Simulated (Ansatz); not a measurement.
YPb2:
```
CELL_PARAMETERS angstrom
      2.25228    -8.19692     0.00000
      2.25228     8.19692     0.00000
      0.00000     0.00000     4.46624
ATOMIC_POSITIONS crystal
  Pb 0.56815 0.43185 0.75000
  Pb 0.43185 0.56815 0.25000
  Y  0.90448 0.09552 0.75000
  Y  0.09552 0.90448 0.25000
  Pb 0.25054 0.74946 0.75000
  Pb 0.74946 0.25054 0.25000
```

Relaxed with PBEsol. Special points in fractions of this cell's reciprocal vectors: Γ (0.000, 0.000, 0.000); Y (-0.500, 0.500, 0.000); C0 (-0.269, 0.731, 0.000); Σ0 (0.269, 0.269, 0.000); Z (0.000, 0.000, 0.500); A0 (0.269, 0.269, 0.500); E0 (-0.269, 0.731, 0.500); T (-0.500, 0.500, 0.500); S (0.000, 0.500, 0.000); R (0.000, 0.500, 0.500).

Q: List the band energies nearest the Fermi level at these points for plane-wave PAW PBEsol (Ansatz code).

A: In eV from the Fermi level; about four levels below and three above (degenerate sets whole), none deeper than 8.9 eV; points with the same levels are listed once.

```
k                     below                above
--  -----------------------  -------------------
Γ   -0.90 -0.76 -0.73 -0.61       0.76 2.14 2.31
Y   -0.81 -0.72 -0.68 -0.15       0.86 1.56 1.75
C0  -1.86 -1.73 -0.36 -0.08       0.32 0.65 1.00
Z   -1.22 -1.22 -0.17 -0.17  1.01 1.01 1.05 1.05
A0  -1.81 -1.81 -0.80 -0.80  2.12 2.12 2.92 2.92
T   -1.59 -1.59 -1.06 -1.06  0.31 0.31 0.48 0.48
S   -1.75 -1.35 -0.31 -0.29       0.43 0.63 0.72
R   -1.57 -1.57 -0.93 -0.93  2.42 2.42 2.84 2.84
```

Space group Cmcm. The workflow started from an entry of the Crystallography Open Database (COD). Whether it is the stable phase at ambient conditions was not checked. The cell was relaxed with PBEsol under the symmetry of its start; its stability against distortions is not shown here. The run is not spin-polarised. Scalar-relativistic: spin–orbit coupling is off unless named, which matters more the heavier the elements.

Potentials: the later of the program's two PAW sets.
